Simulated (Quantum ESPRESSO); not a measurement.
# Planted mistakes on one cell of AlGaMgF8

The results below are calculated, not measured. They come from pw.x of Quantum ESPRESSO 7.5, a plane-wave density functional program, with PseudoDojo standard norm-conserving files (v0.5 for PBE, v0.4.1 for LDA and PBEsol). The cells are made up: elements, strain and atom displacements were drawn at random, and nothing was relaxed. There is no spin polarisation, spin-orbit coupling or dispersion term.

The cell has 12 sites of a rutile lattice (two cells along c). Sites 1 to 4 hold Al Ga Mg empty; sites 5 to 12 hold F F F F F F F F. Cell vectors in Å: (4.539, 0.062, 0.023); (0.062, 4.665, 0.010); (0.030, 0.013, 5.995). Settings: PBE, cutoff 1143 eV, 5 x 5 x 4 k mesh shifted by half a step, Fermi-Dirac smearing of 0.025 eV.

The intended run has a self-consistency threshold of 1e-07 eV, a smearing term of 0.000 eV, a pressure of -5.68 GPa and 11 iterations. Each further run changes one thing: atoms of sites 1 and 3 exchanged; cutoff 775 eV; one electron added; smearing 0.57 eV; threshold 0.3 eV. A coarse mesh keeps the shift, and a charged cell sits in a uniform background.

```
run,change of free energy (eV),smearing term -TS (eV),change of P (GPa),largest change of a force component (eV/Å),iterations
A,-0.052,-0.287,0.55,0.147,11
B,7.592,-0.003,24.35,1.589,10
C,5.122,0.000,-49.59,0.062,10
D,0.032,0.000,4.79,0.121,4
E,0.149,0.000,0.07,4.196,11
```

A rerun of the intended cell at 1437 eV and k mesh 7 x 7 x 6 moved values by no more than 0.004 eV in the cell's energy, 0.02 GPa in stress and 0.010 eV/Å in force.

Question: which change belongs to which run?

## Worked reading

Run D has the fewest iterations, as a run stopped early does. Run A has the largest smearing term, as wide smearing gives. Run C has a higher energy and the largest fall in pressure, as too small a basis gives. Energies from files of another functional, or of a charged cell, have another zero and say nothing on stability; the pressure of a charged cell rests on the program's zero of potential too.

## Key

```
run                            change
  A                  smearing 0.57 eV
  B                one electron added
  C                     cutoff 775 eV
  D                  threshold 0.3 eV
  E  atoms of sites 1 and 3 exchanged
```